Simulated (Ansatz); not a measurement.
# K$_{3}$TeCl: sound and stiffness along [100], [110] and [111]

Level of theory: DFT PBE, scalar-relativistic, plane waves, PAW (Ansatz). Cutoff 420 eV, 4×4×4 k-points (Γ-centred), fixed occupations. No spin polarisation.

The cell is fixed (symmetry leaves no force on the atoms) and stands under -0.2 GPa:
Space group Pm-3m (No. 221). a = 6.642 Å, b = 6.642 Å, c = 6.642 Å, α = 90.00°, β = 90.00°, γ = 90.00°
```csv
atom,site,symmetry,x,y,z
Cl,1a,m-3m,0.0000,0.0000,0.0000
Te,1b,m-3m,0.5000,0.5000,0.5000
K,3c,4/mm.m,0.5000,0.5000,0.0000
```

The cell is the ideal cubic antiperovskite prototype; whether it is the stable structure of this composition wasn't checked.

With ions relaxed, on the cubic axes: C11 = 21.4, C12 = 0.7, C44 = 1.8 GPa. The density is 1.589 g/cm³. Zone-centre modes weren't checked beside this run.

Problem. Is the crystal stable against strain, and how anisotropic is it?

Solution. Born's conditions hold: C11 + 2C12 = 22.7, C11 − C12 = 20.7 and C44 = 1.8 GPa are all positive. B = (C11 + 2C12)/3 = 7.6 GPa. The two shear moduli are C44 and C′ = (C11 − C12)/2 = 10.3 GPa, so Zener's ratio is A = C44/C′ = 0.17: the shear C44 is the soft one, as in NaCl, KCl, the halide perovskites and the bcc metals V, Nb, Cr and Mo. The Cauchy pressure C12 − C44 is -1.1 GPa; it would vanish for pair forces between atoms on inversion centres at zero pressure, and a negative value is usual with directional bonding, though many-body forces give one in some ionic oxides too.

Problem. Give the sound speeds along the three symmetry directions.

Solution. The Christoffel equation gives ρv² for each branch:
```csv
direction,branch,ρv²,GPa,v (m/s)
[100],L,C11,21.4,3666
[100],T (×2),C44,1.8,1050
[110],L,(C11 + C12 + 2C44)/2,12.8,2834
[110],"T, u ∥ [001]",C44,1.8,1050
[110],"T, u ∥ [1-10]",(C11 − C12)/2,10.3,2551
[111],L,(C11 + 2C12 + 4C44)/3,9.9,2496
[111],T (×2),(C11 − C12 + C44)/3,7.5,2169
```

Problem. How does Young's modulus depend on direction?

Solution. Inverting gives S11 = 46.928, S12 = -1.428, S44 = 571.429 TPa⁻¹. Along a unit vector (l, m, n), 1/E = S11 − 2(S11 − S12 − S44/2)(l²m² + m²n² + n²l²), where the last bracket is 0, 1/4 and 1/3 for [100], [110] and [111]: E = 21, 6 and 5 GPa. With A < 1 the cube edge is stiffest. For a film on (001), the biaxial modulus is C11 + C12 − 2C12²/C11 = 22 GPa and the normal strain is −2C12/C11 = -0.06 times the in-plane one.